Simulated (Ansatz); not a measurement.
Where the states of Rh lie

```cif
data_structure
_symmetry_space_group_name_H-M 'Fm-3m'
_symmetry_Int_Tables_number 225
_cell_length_a 3.8031
_cell_length_b 3.8031
_cell_length_c 3.8031
_cell_angle_alpha 90.000
_cell_angle_beta 90.000
_cell_angle_gamma 90.000
_cell_volume 55.01
loop_
_atom_site_label
_atom_site_type_symbol
_atom_site_symmetry_multiplicity
_atom_site_Wyckoff_symbol
_atom_site_fract_x
_atom_site_fract_y
_atom_site_fract_z
_atom_site_occupancy
Rh1 Rh 4 a 0.00000 0.00000 0.00000 1
```

The runs use the primitive cell with vectors (0.000, 1.902, 1.902), (1.902, 0.000, 1.902), (1.902, 1.902, 0.000) Å, to which the k mesh refers.

It takes space group Fm-3m (No. 225, cubic). The conventional cell has a = 3.803 Å, b = 3.803 Å, c = 3.803 Å, α = 90.00°, β = 90.00°, γ = 90.00°. Rh (site symmetry m-3m) has 12 Rh at 2.69 Å as nearest neighbours.

The cell comes from COD entry 9008482, which wasn't checked; take it as a given geometry.

All numbers below come from Ansatz 0.2.0, DFT, PBEsol, all-electron LAPW, scalar-relativistic.

Settings: a Γ-centred 16×16×16 k mesh, Fermi–Dirac smearing of 0.08 eV, basis error target 1 meV/atom, no spin polarisation.

Q: Which of the resolved shells contributes most within 0.3 eV of the Fermi level?

A: Rh 4d, with 96 % of all states there; Rh 5s follows with 3 %.

Q: Where is the centre of the filled Rh 4d states between -14 eV and the top of the filled states?

A: -3.09 eV from the Fermi level.

Q: Tabulate the density of states.

A: States per eV and cell, averaged over 0.6 eV, from -8.2 to 6.6 eV, with energies (bin centres) from the Fermi level; empty bins are left out. The partial columns, the largest 2 alone, are projections on Löwdin-orthogonalised atomic shells (those that the program's projection atoms carry: the occupied ones and, for some elements, an empty d or f shell; other empty shells have no column), summed over atoms of an element. Weights on diffuse s and p shells depend on that basis and aren't pure angular character.
```json
{"E (eV)": "-8.0", "total": "0.01", "Rh 4d": "0.00", "Rh 5s": "0.01"}
{"E (eV)": "-7.4", "total": "0.06", "Rh 4d": "0.00", "Rh 5s": "0.05"}
{"E (eV)": "-6.8", "total": "0.10", "Rh 4d": "0.01", "Rh 5s": "0.08"}
{"E (eV)": "-6.2", "total": "0.42", "Rh 4d": "0.24", "Rh 5s": "0.16"}
{"E (eV)": "-5.6", "total": "1.65", "Rh 4d": "1.32", "Rh 5s": "0.31"}
{"E (eV)": "-5.0", "total": "1.65", "Rh 4d": "1.49", "Rh 5s": "0.14"}
{"E (eV)": "-4.4", "total": "1.21", "Rh 4d": "1.15", "Rh 5s": "0.05"}
{"E (eV)": "-3.8", "total": "1.26", "Rh 4d": "1.19", "Rh 5s": "0.06"}
{"E (eV)": "-3.2", "total": "1.60", "Rh 4d": "1.48", "Rh 5s": "0.10"}
{"E (eV)": "-2.6", "total": "1.95", "Rh 4d": "1.82", "Rh 5s": "0.09"}
{"E (eV)": "-2.0", "total": "1.32", "Rh 4d": "1.21", "Rh 5s": "0.08"}
{"E (eV)": "-1.4", "total": "1.50", "Rh 4d": "1.41", "Rh 5s": "0.06"}
{"E (eV)": "-0.8", "total": "1.28", "Rh 4d": "1.21", "Rh 5s": "0.05"}
{"E (eV)": "-0.2", "total": "1.20", "Rh 4d": "1.15", "Rh 5s": "0.04"}
{"E (eV)": "0.4", "total": "1.85", "Rh 4d": "1.79", "Rh 5s": "0.05"}
{"E (eV)": "1.0", "total": "0.57", "Rh 4d": "0.49", "Rh 5s": "0.06"}
{"E (eV)": "1.6", "total": "0.24", "Rh 4d": "0.13", "Rh 5s": "0.09"}
{"E (eV)": "2.2", "total": "0.24", "Rh 4d": "0.10", "Rh 5s": "0.10"}
{"E (eV)": "2.8", "total": "0.25", "Rh 4d": "0.08", "Rh 5s": "0.11"}
{"E (eV)": "3.4", "total": "0.25", "Rh 4d": "0.07", "Rh 5s": "0.11"}
{"E (eV)": "4.0", "total": "0.25", "Rh 4d": "0.05", "Rh 5s": "0.11"}
{"E (eV)": "4.6", "total": "0.24", "Rh 4d": "0.04", "Rh 5s": "0.09"}
{"E (eV)": "5.2", "total": "0.22", "Rh 4d": "0.03", "Rh 5s": "0.08"}
{"E (eV)": "5.8", "total": "0.20", "Rh 4d": "0.02", "Rh 5s": "0.07"}
{"E (eV)": "6.4", "total": "0.18", "Rh 4d": "0.01", "Rh 5s": "0.05"}
```
